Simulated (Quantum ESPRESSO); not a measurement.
# Kohn-Sham bands of CaC$_{2}$ (C2/m)

```
CaC2
1.0
    0.00000    -3.83059     0.00000
   -3.57890     1.91529     0.00000
    2.16425     0.00000    -7.09293
Ca C
2 4
Direct
  0.20259   0.40518   0.24649
  0.79741   0.59482   0.75351
  0.92078   0.84156   0.43569
  0.07922   0.15844   0.56431
  0.54814   0.09628   0.94175
  0.45186   0.90372   0.05825
```

Materials Project entry mp-917; symmetrised, unrelaxed at this level. Not found in the COD (Crystallography Open Database) copy used, which has the formula in other groups; not checked further. Level: LDA, no spin polarisation, no spin-orbit coupling; pw.x of Quantum ESPRESSO at 66 Ry with PseudoDojo potentials, 4×4×4 k-points, Wannier90. Density: 10×10×6 mesh, cold smearing 0.01 Ry.

The lattice is scaled uniformly by ε, fractional positions fixed (axis ratios and free coordinates are held, so this isn't the response to pressure); Kohn-Sham values from pw.x, the row at -2.0 % withheld:

| ε (%) | gap (eV) | width of the top valence group (eV) | direct gap at Γ (eV) |
|---|---|---|---|
| -4.0 | 1.952 | 4.200 | 3.472 |
| -2.0 | ? | ? | ? |
| 0.0 | 2.121 | 4.001 | 3.342 |
| 2.0 | 2.180 | 3.927 | 3.269 |
| 4.0 | 2.226 | 3.885 | 3.192 |

Problem. Fit y = y₀ + bε + cε² to the rows at -4.0, 0 and 4.0 %, check it on the fourth row, and predict the withheld one.

Solution. 
- gap (eV): b = (2.226 − 1.952)/8 = 0.0343, c = (2.226 + 1.952 − 2×2.121)/32 = -0.00200. Check at 2.0 %: 2.182 for 2.180. Prediction 2.044; the run gives 2.048.
- width of the top valence group (eV): b = (3.885 − 4.200)/8 = -0.0394, c = (3.885 + 4.200 − 2×4.001)/32 = 0.00259. Check at 2.0 %: 3.933 for 3.927. Prediction 4.090; the run gives 4.093.
- direct gap at Γ (eV): b = (3.192 − 3.472)/8 = -0.0350, c = (3.192 + 3.472 − 2×3.342)/32 = -0.00063. Check at 2.0 %: 3.269 for 3.269. Prediction 3.409; the run gives 3.410.
